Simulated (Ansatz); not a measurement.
## Structure types of Mn compared at 500 GPa

Structure types of Mn are relaxed in primitive cells with their symmetry kept at 500 GPa, first on PAW files, then by LAPW. The enthalpy is E + pV at zero temperature, without zero-point motion. Only the types listed were tried, and differences under about 5 meV/atom are mesh noise. Not among the end structures: fcc, bcc, which may lie lower.

Computed with Ansatz 0.2.0; functional LDA, scalar-relativistic. Settings: Fermi–Dirac smearing of 0.1 eV, spin-polarised from start moments Mn1 3, Mn2 3 μB. Methods: LAPW: all electrons, basis error target 0.5 meV/atom; PAW: frozen-core files, cutoff 420 eV.

k meshes: hcp 21×21×12, omega 11×11×15, diamond 17×17×17, simple hexagonal 22×22×20.

Antiferromagnetic order, which Cr and Mn prefer near zero pressure, wasn't tried. The start moments died away, and the runs ended non-magnetic. The PAW files were made under PBE.

```
      start type                   ends as          a, b, c (Å)  V (Å³/atom)  H − H(lowest), LAPW (meV/atom)  moment (μB/atom)
             hcp             hcp, P6_3/mmc  2.050, 2.050, 3.289         5.98                             0.0              0.00
           omega             omega, P6/mmm  3.227, 3.227, 1.995         6.00                               ?              0.00
         diamond            diamond, Fd-3m  3.827, 3.827, 3.827         7.01                               ?              0.00
simple hexagonal  simple hexagonal, P6/mmm  1.999, 1.999, 1.759         6.09                          1211.4              0.00
```

Problem. Fill in "H − H(lowest), LAPW (meV/atom)" for the row "diamond".

Solution. 6632.3.

Problem. Fill in "H − H(lowest), LAPW (meV/atom)" for the row "omega".

Solution. 98.9.

Problem. Split the lead of hcp over omega into energy and pV.

Solution. For omega less hcp: ΔE = +53.6 meV/atom, and p·ΔV = 500 GPa × +0.0145 Å³ × 6.242 meV/(GPa·Å³) = +45.3 meV/atom, together 98.9 meV/atom. hcp wins on both counts.
